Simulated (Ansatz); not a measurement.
K$_{2}$PdBr$_{4}$:
```
CELL_PARAMETERS angstrom
      7.51238     0.00000     0.00000
      0.00000     7.51238     0.00000
      0.00000     0.00000     4.38349
ATOMIC_POSITIONS crystal
  K  0.00000 0.50000 0.50000
  K  0.50000 0.00000 0.50000
  Pd 0.00000 0.00000 0.00000
  Br 0.76955 0.76955 0.00000
  Br 0.23045 0.23045 0.00000
  Br 0.23045 0.76955 0.00000
  Br 0.76955 0.23045 0.00000
```

Relaxed with HSE06.

### Question
Give the Bader charges and basin volumes of the independent atoms, HSE06 (plane waves, PAW; program Ansatz).

### Answer


| atom | Bader charge (e) | Bader volume (Å³) |
|---|---|---|
| K1 | +0.87 | 22.5 |
| Pd3 | +0.45 | 23.6 |
| Br4 | -0.55 | 39.5 |

Space group P4/mmm. The workflow started from a Materials Project entry (that database holds measured and hypothetical structures alike); the Crystallography Open Database files this formula in space group No. 123, but the cells were not matched. Its standing as an ambient phase is unchecked. The HSE06 relaxation kept the symmetry of its start; its stability against distortions is not shown here. No spin polarisation was allowed.

Potentials: the later of the program's two PAW sets.
